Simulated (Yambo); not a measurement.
# BaTe: sweep of GW parameters

G0W0@PBEsol for BaTe (rock salt, space group Fm-3m, No. 225) in Yambo. Reference settings: 4×4×4 Γ-centred k mesh, 186 bands and a 6 Ry block in the screening, 186 bands in G with the Bruneval-Gonze terminator, plasmon pole fitted at 27.2 eV. The PBEsol gap Γ → X on this mesh is 1.18 eV; G0W0 gaps are taken between the same points.

```tsv
change from the reference	G0W0 gap Γ → X (eV)	shift of the valence edge (eV)
reference settings	2.55	-1.10
74 bands in G	2.48	-0.92
3 Ry block	2.43	-0.97
pole fitted at 10 eV	2.50	-0.94
74 bands in G, no terminator	2.20	-0.32
```

The reference isn't shown to be the converged limit.

The standard potential for Te keeps a d shell in the valence without the s and p states of that shell. In tests on such compounds this moved G0W0 gaps by up to about 0.9 eV, so absolute quasiparticle energies here are unreliable; differences between settings are what counts.

Spin-orbit coupling is included.

Geometry relaxed with PBEsol; primitive cell a = b = c = 4.907 Å, α = β = γ = 60.00°.

A shift is the quasiparticle energy of the state minus its PBEsol energy.
